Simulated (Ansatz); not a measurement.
Ba3MgNb2O9:
```xyz
15
Lattice="5.7505 0.0000 0.0000 -2.8752 4.9800 0.0000 0.0000 0.0000 7.0590" Properties=species:S:1:pos:R:3 pbc="T T T"
Ba     0.0000     0.0000     0.0000
Ba     0.0000     3.3200     4.7046
Ba     2.8752     1.6600     2.3544
Mg     0.0000     0.0000     3.5295
Nb     0.0000     3.3200     1.2595
Nb     2.8752     1.6600     5.7996
O      4.2737     0.8526     4.7594
O     -1.3985     4.1274     2.2996
O      2.8752     3.2748     4.7594
O      0.0000     1.7052     2.2996
O      1.4768     0.8526     4.7594
O      1.3985     4.1274     2.2996
O      2.8752     0.0000     0.0000
O     -1.4376     2.4900     0.0000
O      1.4376     2.4900     0.0000
```

Relaxed with PBEsol. Special points in fractions of this cell's reciprocal vectors: Γ (0.000, 0.000, 0.000); M (0.500, 0.000, 0.000); K (0.333, 0.333, 0.000); A (0.000, 0.000, 0.500); L (0.500, 0.000, 0.500); H (0.333, 0.333, 0.500).

Problem. List the band energies nearest the valence-band maximum at these points for plane-wave PAW PBEsol (Ansatz code).

Solution. In eV from the valence-band maximum; about four levels below and three above (degenerate sets whole), none deeper than 8.9 eV; points with the same levels are listed once.

```csv
k,below,above
Γ,-0.32 -0.22 -0.21 -0.21,2.86 3.00 3.00
M,-0.70 -0.65 -0.56 -0.05,3.44 4.00 4.02
K,-0.95 -0.95 -0.32 -0.32 -0.27,4.03 4.08 4.08
A,-0.36 -0.36 0.00 0.00 0.00,3.23 3.34 3.34
L,-0.71 -0.61 -0.46 -0.26,3.06 4.09 4.22
H,-0.68 -0.68 -0.64 -0.60 -0.60,3.73 3.73 3.76
```

Space group P-3m1. The workflow started from a Materials Project entry (that database holds measured and hypothetical structures alike); the Crystallography Open Database files this formula in space group No. 164, but the cells were not matched. Its standing as an ambient phase is unchecked. The cell was relaxed with PBEsol under the symmetry of its start; its stability against distortions is not shown here. No spin polarisation was allowed. Scalar-relativistic: spin–orbit coupling is off unless named, which matters more the heavier the elements.

Potentials: the later of the program's two PAW sets.
